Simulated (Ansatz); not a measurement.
Rb:
```xyz
1
Lattice="-2.7745 2.7745 2.7745 2.7745 -2.7745 2.7745 2.7745 2.7745 -2.7745" Properties=species:S:1:pos:R:3 pbc="T T T"
Rb     0.0000     0.0000     0.0000
```

Relaxed with PBE+D3(BJ). Special points in fractions of this cell's reciprocal vectors: Γ (0.000, 0.000, 0.000); H (0.500, -0.500, 0.500); N (0.000, 0.000, 0.500); P (0.250, 0.250, 0.250).

List the band energies nearest the Fermi level at these points for DFT-PBE+D3(BJ) in the program Ansatz with PAW potentials.

In eV from the Fermi level; about four levels below and three above (degenerate sets whole), none deeper than 8.9 eV; points with the same levels are listed once.

| k | below | above |
|---|---|---|
| Γ | -2.08 | 3.71 3.71 3.71 |
| H | – | 1.19 1.19 3.39 3.39 3.39 |
| N | – | 0.20 0.81 2.57 |
| P | – | 1.30 1.30 1.30 |

Space group Im-3m (bcc (W type)). Symmetry was held in the PBE+D3(BJ) relaxation. The pairwise dispersion correction was not fitted to metals. Scalar-relativistic: spin–orbit coupling is off unless named, which matters more the heavier the elements.

Potentials: the earlier of the program's two PAW sets.
